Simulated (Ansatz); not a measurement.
## Ansatz run, KP$_{3}$O$_{4}$

input.yaml (Ansatz 0.2.0)

```yaml
crystal:
  lattice:
    - [3.74838, 0.0, 0.0]
    - [0.0, 3.74838, 0.0]
    - [0.0, 0.0, 9.480458]
  atoms:
    - { symbol: K, position: [0.0, 0.0, 0.5] }
    - { symbol: P, position: [0.5, 0.5, 0.27771] }
    - { symbol: P, position: [0.5, 0.5, 0.72229] }
    - { symbol: P, position: [0.0, 0.0, 0.0] }
    - { symbol: O, position: [0.0, 0.5, 0.15339] }
    - { symbol: O, position: [0.5, 0.0, 0.15339] }
    - { symbol: O, position: [0.0, 0.5, 0.84661] }
    - { symbol: O, position: [0.5, 0.0, 0.84661] }
  symmetry: { tolerance: 0.0003 }
kpoints:
  mp_grid: { grid: [9, 9, 4], shift: [0, 0, 0] }
  band_path:
    path:
      - [0.0, 0.0, 0.0]
      - [0.0, 0.5, 0.0]
      - [0.5, 0.5, 0.0]
      - [0.0, 0.0, 0.0]
      - [0.0, 0.0, 0.5]
      - [0.0, 0.5, 0.5]
      - [0.5, 0.5, 0.5]
      - [0.0, 0.0, 0.5]
      - [0.0, 0.5, 0.0]
      - [0.0, 0.5, 0.5]
      - [0.5, 0.5, 0.0]
    npoints: 6
magnetization:
  spin_polarized: false
scf:
  occupations: { method: fermi_dirac }
  lower_state_search: "off"
  max_iter: 200
hamiltonian:
  pseudopotentials: { kind: paw }
  xc: pbe
total_charge: 1
basis:
  ecutwfc: 420
  fft_grid_basis: typed
output:
  forces: true
  stress: true
  eigenvalues: true
  bader: true
  populations: true
  elf: true
  write_potential: true
  volumetric_format: npy
  dos:
    e_range: [-12, 8]
    de: 0.05
    projected: { site_lists: { K: [K], O: [O], P: [P] } }
checkpoint:
  read: saved_state
```

The run starts from an earlier solution of this cell. 

Excerpt of what it printed:

```
SCF iter   1: F=—  Δρ=1.95e-3  dr2=8.23e-4
SCF iter   2: F=—  Δρ=5.74e-4  dr2=3.74e-4
SCF iter   3: F=—  Δρ=1.76e-4  dr2=2.84e-5
SCF iter   4: F=—  Δρ=2.94e-5  dr2=2.81e-6
SCF iter   5: F=—  Δρ=7.13e-6  dr2=1.52e-7
SCF iter   6: F=-6070.0958 eV  Δρ=2.14e-6  dr2=8.94e-9
Free energy (F): -6070.0958 eV
Harris-Foulkes:  -6070.0958 eV  (|F-HF|=9.12e-10)
Internal energy: -6070.0030 eV  (E = F + TS)
E sigma→0 (E₀):  -6070.0494 eV
Entropy (-TS):   -0.0928 eV (-11.603 meV/atom)
Fermi energy:    5.6698 eV
--- Forces (eV/Å), atoms counted from 1 ---
  atom   1  K      0.0000     0.0000     0.0000
  atom   2  P      0.0000     0.0000    -6.2512
  atom   3  P      0.0000     0.0000     6.2512
  atom   4  P      0.0000     0.0000     0.0000
  atom   5  O      0.0000     0.0000     1.8952
  atom   6  O      0.0000     0.0000     1.8952
  atom   7  O      0.0000     0.0000    -1.8952
  atom   8  O      0.0000     0.0000    -1.8952
--- Stress (GPa, compression-positive) ---
      -12.0041       0.0000       0.0000
        0.0000     -12.0041       0.0000
        0.0000       0.0000     -22.1298
  P = ⅓ Tr σ = -15.3793 GPa (-153.793 kbar)
--- Bader charges: 8 sites ---
  site symbol  charge [e]  shift [e]
     0      K      0.8124     0.0000
     1      P      0.8824     0.0014
     2      P      0.8823     0.0014
     3      P      1.4518     0.0009
     4      O     -0.7572     0.0005
     5      O     -0.7572     0.0005
     6      O     -0.7572     0.0005
     7      O     -0.7572     0.0005
```

Origin: a known structure type with other elements, at an estimated volume, so it need not be a known compound. Caveats: many states at the Fermi level without spin polarisation, so a magnetic state may lie lower; atoms or cell far from equilibrium; charged cell with a uniform background.
